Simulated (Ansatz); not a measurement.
This cell of MgRh (CsCl type) is off equilibrium:

```
CELL_PARAMETERS angstrom
      6.09456     0.00000     0.00000
      3.04728     3.04728     0.00000
      0.00000     0.00000     3.04728
ATOMIC_POSITIONS crystal
  Mg 0.98713 0.00000 0.00000
  Mg 0.51287 0.00000 0.00000
  Rh 0.01531 0.46937 0.50000
  Rh 0.48469 0.53063 0.50000
```

Method: LDA (plane waves to 420 eV, PAW, scalar-relativistic; Ansatz, a quantum-chemistry and plane-wave program). k mesh 15×15×15 (Γ-centred), Fermi-Dirac smearing 0.05 eV. Compression counts positive. With partly filled bands, energies and forces of such displacements shift with the k mesh and the smearing. MgRh is run without spin polarisation. MgRh was relaxed with its symmetry unable to fall.

Q: What forces act on the atoms (eV/Å, Cartesian)?

A: 
```tsv
atom	Fx	Fy	Fz
Mg1	0.054	0.000	0.000
Mg2	-0.054	0.000	0.000
Rh3	0.000	0.243	0.000
Rh4	0.000	-0.243	0.000
```

(For displaced atoms, the force is minus the slope of the energy, and its curvature is a force constant, which sets phonon frequencies.)
